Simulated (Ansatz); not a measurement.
**SiO2 — field gradients at the nuclei**

The cell is an entry of the Crystallography Open Database (COD), its atoms then relaxed with PBE in this cell.

Space group P4_12_12 (No. 92); a = 4.9790, c = 6.9500 Å.

```csv
site,Wyckoff,site symmetry,x,y,z
Si,4a,..2,0.3044,0.3044,0.0000
O,8b,1,0.2371,0.1148,0.1843
```

One atom of each set is listed.

Level of theory: DFT, PBE, plane waves and PAW (field gradients read without the response of the frozen cores, which leaves them typically 4 to 6 % off), scalar-relativistic, 420 eV cutoff, Γ-centred 5×5×4 k-points, Fermi–Dirac smearing 0.02 eV (Ansatz 0.2.0).

Conventions: |V_zz| ≥ |V_yy| ≥ |V_xx|, η = (V_xx − V_yy)/V_zz, C_Q = eQV_zz/h.

¹⁷O: I = 5/2, Q = -25.58 mb. Nuclear quadrupole moments: year-2017 set (Pyykkö).

```csv
site,atoms,first shell,V_zz (10²¹ V/m²),η,C_Q (MHz)
Si,4,4 O at 1.62–1.63 Å,-0.35,0.79,–
O,8,"2 Si at 1.62–1.63 Å, angle 143°",9.78,0.19,-6.05
```

At O V_zz runs parallel to the line that joins its two neighbours (within 1°).

Si has no stable isotope with a ground-state quadrupole moment in the table, so no C_Q is given.
